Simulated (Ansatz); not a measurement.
**Notes on Cs2PdI6**

```yaml
crystal:
  lattice:
    - [-4.53346, 4.53346, 4.66109]
    - [4.53346, -4.53346, 4.66109]
    - [4.53346, 4.53346, -4.66109]
  atoms:
    - { symbol: Pd, position: [0.00000, 0.00000, 0.00000] }
    - { symbol: Cs, position: [0.75000, 0.25000, 0.50000] }
    - { symbol: Cs, position: [0.25000, 0.75000, 0.50000] }
    - { symbol: I, position: [0.79379, 0.79379, 0.58758] }
    - { symbol: I, position: [0.79379, 0.20621, 0.00000] }
    - { symbol: I, position: [0.20621, 0.20621, 0.41242] }
    - { symbol: I, position: [0.20621, 0.79379, 0.00000] }
    - { symbol: I, position: [0.65006, 0.65006, 0.00000] }
    - { symbol: I, position: [0.34994, 0.34994, 0.00000] }
```

The numbers come from plane-wave PAW DFT (Ansatz): PBEsol, no spin polarisation, 420 eV, 4×4×4 Γ-centred k points, gaussian occupations (width 0.2669 eV). Nothing was relaxed.

Task: What is the band gap?

Result: The gap is 0.66 eV, indirect (the least direct gap found is 0.88 eV).

Task: Which orbitals make up the band edges?

Result: Within 0.7 eV of the edges, the states project mainly on I p (89 %) below the gap and on I p (84 %) above it.

Task: Which element gives electrons and which takes them?

Result: Bader charges in e: Cs +0.81, Pd +0.08, I -0.37 to -0.12. In the mean Cs gives up most and I takes most.

Task: What is the formation energy?

Result: -0.79 eV an atom against the elements' usual phases (free molecules for gases, crystals otherwise, with no correction for O₂ or N₂), so it is bound against them; other compounds may still compete. Relaxing would lower it.

Origin: a database entry at a rescaled volume. Caveats: no spin-orbit coupling, which can shift this gap by tenths of an eV; wide smearing; the gap is not wide against the smearing.

Run time, from a saved density: 2 min on 1 thread of Arm Neoverse V2, on a shared host, peak memory 1.4 GiB. The time holds forces, stress, Bader, DOS, bands, ELF.
